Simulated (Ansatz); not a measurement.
Space group I-42m (No. 121). a = 5.594 Å, b = 5.594 Å, c = 11.153 Å, α = 90.00°, β = 90.00°, γ = 90.00°
```tsv
atom	site	symmetry	x	y	z
Be	2a	-42m	0.0000	0.0000	0.0000
Zn	4d	-4..	0.0000	0.5000	0.2500
Zn	2b	-42m	0.5000	0.5000	0.0000
Se	8i	..m	0.2329	0.7671	0.1180
```

Equation of state of this BeZn3Se4 structure (not necessarily the ground state), with shape and atoms relaxed at each volume where symmetry leaves them free. Method: Ansatz, DFT PBE, scalar-relativistic, plane waves, PAW.

Settings: cutoff 420 eV, Γ-centred mesh 8×8×8 on the computed 8-atom cell, Gaussian smearing of 0.02 eV; no spin polarisation.

```json
{"V (Å³/atom)": "19.198", "E − E(largest V) (meV/atom)": "40.99", "P (GPa)": "10.34", "gap on mesh (eV)": "2.34"}
{"V (Å³/atom)": "19.852", "E − E(largest V) (meV/atom)": "5.57", "P (GPa)": "7.10", "gap on mesh (eV)": "2.18"}
{"V (Å³/atom)": "20.506", "E − E(largest V) (meV/atom)": "-17.66", "P (GPa)": "4.35", "gap on mesh (eV)": "2.02"}
{"V (Å³/atom)": "21.161", "E − E(largest V) (meV/atom)": "-30.54", "P (GPa)": "2.02", "gap on mesh (eV)": "1.88"}
{"V (Å³/atom)": "21.815", "E − E(largest V) (meV/atom)": "-34.61", "P (GPa)": "0.03", "gap on mesh (eV)": "1.74"}
{"V (Å³/atom)": "22.470", "E − E(largest V) (meV/atom)": "-31.19", "P (GPa)": "-1.66", "gap on mesh (eV)": "1.61"}
{"V (Å³/atom)": "23.124", "E − E(largest V) (meV/atom)": "-21.38", "P (GPa)": "-3.10", "gap on mesh (eV)": "1.49"}
{"V (Å³/atom)": "23.997", "E − E(largest V) (meV/atom)": "0.00", "P (GPa)": "-4.69", "gap on mesh (eV)": "1.34"}
```

Fit a third-order Birch–Murnaghan equation, E = E0 + (9V0B0/16)·[(x − 1)³B0' + (x − 1)²(6 − 4x)] with x = (V0/V)^(2/3), to E(V).

V0 = 21.83 Å³/atom, B0 = 61 GPa, B0' = 4.4.

The cell was found from a structure generator's guess, not taken from experiment.
